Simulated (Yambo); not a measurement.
Yambo run on AgNO3 (space group R3m, No. 160). The wavefunctions are norm-conserving PBEsol (Quantum ESPRESSO, 84 Ry, no spin-orbit coupling) ones on a 4×4×4 mesh (21 occupied bands); a = 4.073 Å, b = 4.073 Å, c = 4.073 Å, α = 78.42°, β = 78.42°, γ = 78.42°.

Yambo input:

```
rim_cut
gw0
dyson
el_el_corr
HF_and_locXC
ppa
em1d
RandQpts= 1000000
RandGvec= 1 Ry
EXXRLvcs= 84 Ry
VXCRLvcs= 336 Ry
Chimod= "HARTREE"
% BndsRnXp
 5 | 132 |
%
NGsBlkXp= 7 Ry
% LongDrXp
 1.0 | 1.0 | 1.0 |
%
PPAPntXp= 27.2114 eV
% GbndRnge
 1 | 132 |
%
GTermKind= "BG"
DysSolver= "n"
ExtendOut
% QPkrange
 3 | 3 | 21 | 21 |
 13 | 13 | 21 | 22 |
%
```

k points by index: 3 = L, 13 = Z.

Resulting energies as the program prints them:

```
#    K-point    Band    Eo [eV]    E [eV]    E-Eo [eV]    Vxc [eV]    Vnlxc [eV]    Sc|Eo [eV]    Sc|E [eV]    dSc/dw|Eo [eV]    Re(Z)    Im(Z)
#
    3    21    0.000000    -1.236254    -1.236254    -23.11336    -29.45920    4.796880    5.109580    -6.882167    0.798137    -0.001163
    13    21    -0.542799    -1.586831    -1.044032    -20.67799    -26.98197    4.973340    5.259941    -7.468923    0.784633    -0.001268
    13    22    1.594292    3.043499    1.449207    -15.70198    -11.06919    -2.859908    -3.183587    -6.077340    0.817434    -0.001071
```
(The two width columns are left out.) Convergence of these settings isn't established.

Geometry relaxed with PBE+D3(BJ).
